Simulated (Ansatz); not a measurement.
**W3O (Pm-3n), random displacements**

All numbers below come from DFT PBE, scalar-relativistic, plane waves, PAW (Ansatz 0.2.0). Cutoff 420 eV, Γ-centred 8×8×8 k-points, Gaussian smearing of 0.15 eV. Spin–orbit coupling is left out, which can shift energies with elements as heavy as these. No spin polarisation. Energies are free energies at this smearing, counted from the undisturbed cell; pressure is positive in compression.

Reference structure (relaxed at this level; it needn't be the usual structure):

```
W O
1.0
     4.88450    0.00000    0.00000
     0.00000    4.88450    0.00000
     0.00000    0.00000    4.88450
W O
6 2
Direct
  0.50000 0.75000 0.00000
  0.00000 0.50000 0.75000
  0.25000 0.00000 0.50000
  0.50000 0.25000 0.00000
  0.00000 0.50000 0.25000
  0.75000 0.00000 0.50000
  0.50000 0.50000 0.50000
  0.00000 0.00000 0.00000
```

The atoms are displaced (Å, in the unstrained cell):

```tsv
atom	ux	uy	uz
W1	0.013	-0.009	-0.030
W2	-0.002	-0.008	0.014
W3	-0.025	0.070	0.008
W4	-0.001	-0.014	0.003
W5	-0.008	-0.049	-0.023
W6	-0.037	-0.014	0.042
O7	0.016	0.000	-0.011
O8	0.045	0.025	-0.002
```

The cell is not strained.

Problem. What are the energy change, the stress and the forces?

Solution. ΔE = 2.2 meV/atom; stress (xx, yy, zz, yz, xz, xy; compression positive) (-0.44, 1.04, 0.34, -0.78, -0.34, -0.99) GPa.
```
atom Fx (eV/Å) Fy Fz
  W1      -0.14  -0.11   0.11
  W2      -0.02   0.22  -0.68
  W3      -0.24  -0.15  -0.14
  W4      -0.16   0.09   0.20
  W5      -0.07   0.10   0.67
  W6       0.29  -0.31  -0.11
  O7       0.12  -0.05   0.00
  O8       0.22   0.22  -0.05
```

Cost: 1 run of about 6 core-minutes, on AMD EPYC (Zen 3) (shared hosts).